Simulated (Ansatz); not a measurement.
Relaxed-ion elastic tensor of CsSnI₃ in space group Pnma (No. 62; Pearson symbol oP20) in GPa (Voigt order), DFT-r²SCAN in the program Ansatz with PAW potentials; density 4.62 g/cm³, 45.44 Å³ per atom.

|  | 1 | 2 | 3 | 4 | 5 | 6 |
|---|---|---|---|---|---|---|
| 1 | 16.1 | 10.1 | 9.9 | 0.0 | 0.0 | 0.0 |
| 2 | 10.1 | 22.9 | 8.7 | 0.0 | 0.0 | 0.0 |
| 3 | 9.9 | 8.7 | 22.0 | 0.0 | 0.0 | 0.0 |
| 4 | 0.0 | 0.0 | 0.0 | 7.4 | 0.0 | 0.0 |
| 5 | 0.0 | 0.0 | 0.0 | 0.0 | 6.4 | 0.0 |
| 6 | 0.0 | 0.0 | 0.0 | 0.0 | 0.0 | 9.2 |

### Question
Is the crystal mechanically stable?

### Answer
Yes: the smallest eigenvalue of C is 6.4 GPa.

### Question
Work out the Voigt, Reuss and Hill averages.

### Answer
K_V = 13.2, K_R = 12.9, K_H = 13.0; G_V = 6.8, G_R = 6.2, G_H = 6.5 GPa.

### Question
Give Young's modulus, Poisson's ratio, Pugh's ratio and the universal anisotropy index.

### Answer
E = 9KG/(3K + G) = 16.7 GPa; ν = 0.29; K/G = 2.01 (ductile by the Pugh limit of 1.75); A_U = 5G_V/G_R + K_V/K_R − 6 = 0.48.

### Question
Estimate the sound speeds and the Debye temperature.

### Answer
v_l = √((K + 4G/3)/ρ) = 2160 m/s, v_t = √(G/ρ) = 1180 m/s, mean 1320 m/s; Θ = (h/k)(3n/4πV)^(1/3) v_m = 110 K.

### Question
How much does each axis shrink under pressure?

### Answer
Linear compressibilities β_i = Σ_j S_ij (j = 1 to 3): x 37, y 19, z 21 per TPa.

The r²SCAN relaxation kept the symmetry of its start. Spin–orbit coupling is left out wherever it is not named.

Potentials: the later of the program's two PAW sets.
